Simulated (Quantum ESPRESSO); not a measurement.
Ca2ZnAlF7O, one run as intended and one with a planted mistake

Simulated, not a measurement. The program is pw.x of Quantum ESPRESSO 7.5 (plane-wave density functional theory). The cell is made up: 12 atoms on a fluorite lattice, with randomly drawn elements, strain and displacements, not relaxed. PseudoDojo standard norm-conserving files (v0.5 for PBE, v0.4.1 for LDA and PBEsol) set the functional; there is no spin polarisation, spin-orbit coupling or dispersion term, and the masses in the input are unused placeholders.

Intended input:

```
&control calculation='scf', pseudo_dir='./dojo.nc.sr.pbe.v0_5.standard.upf', outdir='./o', disk_io='medium', tprnfor=.true., tstress=.true. /
&system ibrav=0, nat=12, ntyp=5, nbnd=55, ecutwfc=84.00895049, nosym=.true., tot_charge=0,
 occupations='smearing', smearing='fd', degauss=0.0018374661
/
&electrons conv_thr=7.350e-09, electron_maxstep=60, /
ATOMIC_SPECIES
Al 1.0 Al.upf
Ca 1.0 Ca.upf
F 1.0 F.upf
O 1.0 O.upf
Zn 1.0 Zn.upf
CELL_PARAMETERS angstrom
5.4602 0.0 0.0
0.0 5.4602 0.0
0.0 0.0 5.4602
ATOMIC_POSITIONS angstrom
Ca 0.0202 -0.0866 -0.0891
Zn -0.0808 2.595 2.9061
Al 2.7461 -0.0363 2.7494
Ca 2.7975 2.8054 0.0144
F 1.3358 1.3409 1.2576
F 1.2994 1.433 4.1914
F 1.3432 3.9342 1.2454
F 1.4889 4.1314 4.1601
F 4.0502 1.316 1.4553
O 4.0085 1.2078 4.1753
F 4.1512 4.1683 1.4284
F 4.1166 4.0823 4.0243
K_POINTS automatic
4 4 4 1 1 1
```

The log is shortened where brackets say so; the opening notice, blank lines, dates and the lines on written files are dropped, and the path of the files is cut. It prints rydbergs, bohrs and kilobars, and counts compression as positive stress. Where no state is partly filled, the Fermi energy that it prints is only some level between the filled and the empty states on the mesh, and need not lie in the true gap.

Log of the intended run:

```
     Program PWSCF v.7.5
     Parallel version (MPI & OpenMP), running on       1 processor cores
     Number of MPI processes:                 1
     Threads/MPI process:                     1
     [start-up lines left out]
     bravais-lattice index     =            0
     lattice parameter (alat)  =      10.3183  a.u.
     unit-cell volume          =    1098.5561 (a.u.)^3
     number of atoms/cell      =           12
     number of atomic types    =            5
     number of electrons       =        98.00
     number of Kohn-Sham states=           55
     kinetic-energy cutoff     =      84.0090  Ry
     charge density cutoff     =     336.0358  Ry
     scf convergence threshold =      7.3E-09
     mixing beta               =       0.7000
     number of iterations used =            8  plain     mixing
     Exchange-correlation= PBE
                           (   1   4   3   4   0   0   0)
     [axes and pseudopotential details left out]
   Cartesian axes
     site n.     atom                  positions (alat units)
         1        Ca     tau(   1) = (   0.0036995  -0.0158602  -0.0163181  )
         2        Zn     tau(   2) = (  -0.0147980   0.4752573   0.5322333  )
         3        Al     tau(   3) = (   0.5029303  -0.0066481   0.5035347  )
         4        Ca     tau(   4) = (   0.5123439   0.5137907   0.0026373  )
         5        F      tau(   5) = (   0.2446431   0.2455771   0.2303212  )
         6        F      tau(   6) = (   0.2379766   0.2624446   0.7676276  )
         7        F      tau(   7) = (   0.2459983   0.7205231   0.2280869  )
         8        F      tau(   8) = (   0.2726823   0.7566390   0.7618952  )
         9        F      tau(   9) = (   0.7417677   0.2410168   0.2665287  )
        10        O      tau(  10) = (   0.7341306   0.2212007   0.7646789  )
        11        F      tau(  11) = (   0.7602652   0.7633969   0.2616021  )
        12        F      tau(  12) = (   0.7539284   0.7476466   0.7370243  )
     number of k points=    32  Fermi-Dirac smearing, width (Ry)=  0.0018
                       cart. coord. in units 2pi/alat
        k(    1) = (   0.1250000   0.1250000   0.1250000), wk =   0.0625000
        k(    2) = (   0.1250000   0.1250000   0.3750000), wk =   0.0625000
     [further k points left out]
     Dense  grid:   114425 G-vectors     FFT dimensions: (  64,  64,  64)
     Estimated max dynamical RAM per process >     185.90 MB
     Initial potential from superposition of free atoms
     starting charge      97.9875, renormalised to      98.0000
     Starting wfcs are   56 randomized atomic wfcs
     total cpu time spent up to now is       22.3 secs
     per-process dynamical memory:   102.0 Mb
     Self-consistent Calculation
     iteration #  1     ecut=    84.01 Ry     beta= 0.70
     Davidson diagonalization with overlap
     ethr =  1.00E-02,  avg # of iterations =  7.7
     total cpu time spent up to now is       85.1 secs
     total energy              =    -955.71414585 Ry
     estimated scf accuracy    <       2.48168027 Ry
     iteration #  2     ecut=    84.01 Ry     beta= 0.70
     Davidson diagonalization with overlap
     ethr =  2.53E-03,  avg # of iterations =  4.8
     total cpu time spent up to now is      146.7 secs
     total energy              =    -954.72392297 Ry
     estimated scf accuracy    <      10.31874503 Ry
     [iterations 3 to 12 left out]
     iteration # 13     ecut=    84.01 Ry     beta= 0.70
     Davidson diagonalization with overlap
     ethr =  7.73E-11,  avg # of iterations =  4.6
     total cpu time spent up to now is      687.9 secs
     total energy              =    -956.93997026 Ry
     estimated scf accuracy    <       0.00000004 Ry
     iteration # 14     ecut=    84.01 Ry     beta= 0.70
     Davidson diagonalization with overlap
     ethr =  4.30E-11,  avg # of iterations =  2.0
     total cpu time spent up to now is      730.0 secs
     End of self-consistent calculation
     [lines on levels left out]
     the Fermi energy is     5.6847 ev
!    total energy              =    -956.93997027 Ry
     estimated scf accuracy    <          9.7E-10 Ry
     smearing contrib. (-TS)   =      -0.00000000 Ry
     internal energy E=F+TS    =    -956.93997027 Ry
     The total energy is F=E-TS. E is the sum of the following terms:
     one-electron contribution =    -603.97556042 Ry
     hartree contribution      =     347.47274730 Ry
     xc contribution           =    -162.40267701 Ry
     ewald contribution        =    -538.03448014 Ry
     convergence has been achieved in  14 iterations
     Forces acting on atoms (cartesian axes, Ry/au):
     atom    1 type  2   force =    -0.01881363    0.03777785    0.01496410
     atom    2 type  5   force =    -0.03594098   -0.05036647    0.01658014
     atom    3 type  1   force =     0.08730789    0.05690852    0.04328778
     atom    4 type  2   force =     0.01829421   -0.05766440   -0.00771077
     atom    5 type  3   force =     0.02145563   -0.03663336    0.06323643
     atom    6 type  3   force =    -0.00089996    0.00050107   -0.05675674
     atom    7 type  3   force =     0.01137702    0.03823018    0.06700293
     atom    8 type  3   force =     0.02056737    0.03499918   -0.07879859
     atom    9 type  3   force =    -0.02031186   -0.01088050    0.02407782
     atom   10 type  4   force =    -0.03339642   -0.00856226   -0.08769006
     atom   11 type  3   force =    -0.04412492    0.00977126    0.03233625
     atom   12 type  3   force =    -0.00551435   -0.01408108   -0.03052928
     Total force =     0.244462     Total SCF correction =     0.000109
     Computing stress (Cartesian axis) and pressure
          total   stress  (Ry/bohr**3)                   (kbar)     P=      -86.37
  -0.00058536  -0.00018433  -0.00005347          -86.11      -27.12       -7.87
  -0.00018433  -0.00056835   0.00000405          -27.12      -83.61        0.60
  -0.00005347   0.00000405  -0.00060776           -7.87        0.60      -89.40
     init_run     :     20.69s CPU     22.12s WALL (       1 calls)
     electrons    :    687.93s CPU    707.70s WALL (       1 calls)
     forces       :      9.62s CPU      9.70s WALL (       1 calls)
     stress       :     31.93s CPU     32.02s WALL (       1 calls)
     [timing details left out]
     PWSCF        :  12m30.51s CPU  12m52.79s WALL
     JOB DONE.
```

A second run has one planted mistake: the k-point mesh is too coarse. The input lines that differ, file-writing options aside:

```
- 4 4 4 1 1 1
+ 2 2 2 1 1 1
```

Its log:

```
     Program PWSCF v.7.5
     Parallel version (MPI & OpenMP), running on       1 processor cores
     Number of MPI processes:                 1
     Threads/MPI process:                     1
     [start-up lines left out]
     bravais-lattice index     =            0
     lattice parameter (alat)  =      10.3183  a.u.
     unit-cell volume          =    1098.5561 (a.u.)^3
     number of atoms/cell      =           12
     number of atomic types    =            5
     number of electrons       =        98.00
     number of Kohn-Sham states=           55
     kinetic-energy cutoff     =      84.0090  Ry
     charge density cutoff     =     336.0358  Ry
     scf convergence threshold =      7.3E-09
     mixing beta               =       0.7000
     number of iterations used =            8  plain     mixing
     Exchange-correlation= PBE
                           (   1   4   3   4   0   0   0)
     [axes and pseudopotential details left out]
   Cartesian axes
     site n.     atom                  positions (alat units)
         1        Ca     tau(   1) = (   0.0036995  -0.0158602  -0.0163181  )
         2        Zn     tau(   2) = (  -0.0147980   0.4752573   0.5322333  )
         3        Al     tau(   3) = (   0.5029303  -0.0066481   0.5035347  )
         4        Ca     tau(   4) = (   0.5123439   0.5137907   0.0026373  )
         5        F      tau(   5) = (   0.2446431   0.2455771   0.2303212  )
         6        F      tau(   6) = (   0.2379766   0.2624446   0.7676276  )
         7        F      tau(   7) = (   0.2459983   0.7205231   0.2280869  )
         8        F      tau(   8) = (   0.2726823   0.7566390   0.7618952  )
         9        F      tau(   9) = (   0.7417677   0.2410168   0.2665287  )
        10        O      tau(  10) = (   0.7341306   0.2212007   0.7646789  )
        11        F      tau(  11) = (   0.7602652   0.7633969   0.2616021  )
        12        F      tau(  12) = (   0.7539284   0.7476466   0.7370243  )
     number of k points=     4  Fermi-Dirac smearing, width (Ry)=  0.0018
                       cart. coord. in units 2pi/alat
        k(    1) = (   0.2500000   0.2500000   0.2500000), wk =   0.5000000
        k(    2) = (   0.2500000   0.2500000  -0.2500000), wk =   0.5000000
     [further k points left out]
     Dense  grid:   114425 G-vectors     FFT dimensions: (  64,  64,  64)
     Estimated max dynamical RAM per process >     185.90 MB
     Initial potential from superposition of free atoms
     starting charge      97.9875, renormalised to      98.0000
     Starting wfcs are   56 randomized atomic wfcs
     total cpu time spent up to now is        4.7 secs
     per-process dynamical memory:   100.4 Mb
     Self-consistent Calculation
     iteration #  1     ecut=    84.01 Ry     beta= 0.70
     Davidson diagonalization with overlap
     ethr =  1.00E-02,  avg # of iterations =  8.0
     total cpu time spent up to now is       12.4 secs
     total energy              =    -955.71471099 Ry
     estimated scf accuracy    <       2.48052050 Ry
     iteration #  2     ecut=    84.01 Ry     beta= 0.70
     Davidson diagonalization with overlap
     ethr =  2.53E-03,  avg # of iterations =  4.0
     total cpu time spent up to now is       19.9 secs
     total energy              =    -954.72219257 Ry
     estimated scf accuracy    <      10.35828124 Ry
     [iterations 3 to 12 left out]
     iteration # 13     ecut=    84.01 Ry     beta= 0.70
     Davidson diagonalization with overlap
     ethr =  7.56E-11,  avg # of iterations =  4.8
     total cpu time spent up to now is       78.5 secs
     total energy              =    -956.94355970 Ry
     estimated scf accuracy    <       0.00000003 Ry
     iteration # 14     ecut=    84.01 Ry     beta= 0.70
     Davidson diagonalization with overlap
     ethr =  2.96E-11,  avg # of iterations =  2.0
     total cpu time spent up to now is       82.8 secs
     End of self-consistent calculation
     [lines on levels left out]
     the Fermi energy is     6.0037 ev
!    total energy              =    -956.94355970 Ry
     estimated scf accuracy    <          7.5E-10 Ry
     smearing contrib. (-TS)   =       0.00000000 Ry
     internal energy E=F+TS    =    -956.94355970 Ry
     The total energy is F=E-TS. E is the sum of the following terms:
     one-electron contribution =    -603.95744839 Ry
     hartree contribution      =     347.44258655 Ry
     xc contribution           =    -162.39421772 Ry
     ewald contribution        =    -538.03448014 Ry
     convergence has been achieved in  14 iterations
     Forces acting on atoms (cartesian axes, Ry/au):
     atom    1 type  2   force =    -0.01860450    0.03755912    0.01505871
     atom    2 type  5   force =    -0.03587814   -0.05019447    0.01655477
     atom    3 type  1   force =     0.08708390    0.05687346    0.04328372
     atom    4 type  2   force =     0.01826836   -0.05744832   -0.00768763
     atom    5 type  3   force =     0.02135098   -0.03641366    0.06307165
     atom    6 type  3   force =    -0.00061355   -0.00007345   -0.05673850
     atom    7 type  3   force =     0.01145217    0.03838473    0.06706252
     atom    8 type  3   force =     0.02032042    0.03474868   -0.07855420
     atom    9 type  3   force =    -0.02039371   -0.01115119    0.02360175
     atom   10 type  4   force =    -0.03311702   -0.00807817   -0.08750867
     atom   11 type  3   force =    -0.04407614    0.00961206    0.03221557
     atom   12 type  3   force =    -0.00579279   -0.01381880   -0.03035970
     Total force =     0.243840     Total SCF correction =     0.000094
     Computing stress (Cartesian axis) and pressure
          total   stress  (Ry/bohr**3)                   (kbar)     P=      -86.94
  -0.00058808  -0.00018398  -0.00005298          -86.51      -27.06       -7.79
  -0.00018398  -0.00057195   0.00000314          -27.06      -84.14        0.46
  -0.00005298   0.00000314  -0.00061309           -7.79        0.46      -90.19
     init_run     :      4.24s CPU      4.56s WALL (       1 calls)
     electrons    :     74.28s CPU     79.21s WALL (       1 calls)
     forces       :      1.21s CPU      1.22s WALL (       1 calls)
     stress       :      3.75s CPU      3.78s WALL (       1 calls)
     [timing details left out]
     PWSCF        :   1m23.67s CPU   1m29.03s WALL
     JOB DONE.
```

|  | intended run | run with the mistake |
| --- | --- | --- |
| free energy (eV) | -13019.832 | -13019.880 |
| smearing term -TS (eV) | 0.0000 | 0.0000 |
| pressure (GPa) | -8.64 | -8.69 |
| largest force component (eV/Å) | 2.255 | 2.250 |
| largest change of a force component (eV/Å) |  | 0.015 |
| iterations | 14 | 14 |

For scale, a rerun of the intended cell at 1437 eV and a 6 x 6 x 6 mesh moved values by no more than 0.003 eV in energy, 0.02 GPa in stress and 0.002 eV/Å in force.